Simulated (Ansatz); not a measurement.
RhSe$_{2}$:
```
RhSe2
1.0
    6.05079     0.00000     0.00000
    0.00000     6.05079     0.00000
    0.00000     0.00000     6.05079
Rh Se
4 8
Direct
  0.00000   0.00000   0.00000
  0.50000   0.00000   0.50000
  0.50000   0.50000   0.00000
  0.00000   0.50000   0.50000
  0.37794   0.37794   0.37794
  0.12206   0.62206   0.87794
  0.87794   0.12206   0.62206
  0.62206   0.87794   0.12206
  0.62206   0.62206   0.62206
  0.87794   0.37794   0.12206
  0.12206   0.87794   0.37794
  0.37794   0.12206   0.87794
```

This is the r²SCAN-relaxed structure.

Problem. All from plane-wave PAW r²SCAN (Ansatz code), unless another level is named. Give the electronic character.

Solution. metallic (no gap).

Problem. Predict the density of states at the Fermi level.

Solution. 0.76 states/eV per atom (mean over ±0.08 eV).

Problem. Predict the formation energy from the elements (no fitted shifts).

Solution. -0.46 eV/atom.

Problem. Give the gap with spin–orbit coupling.

Solution. none (metallic).

Space group Pa-3. The workflow started from an entry of the Crystallography Open Database (COD). Its standing as an ambient phase is unchecked. The cell was relaxed with r²SCAN under the symmetry of its start; whether a distortion lowers the energy is not shown. The run is not spin-polarised. The references are the lowest solids computed at this level, not always the standard phases. Scalar-relativistic: spin–orbit coupling is off unless named, which matters more the heavier the elements.

Potentials: the later of the program's two PAW sets.
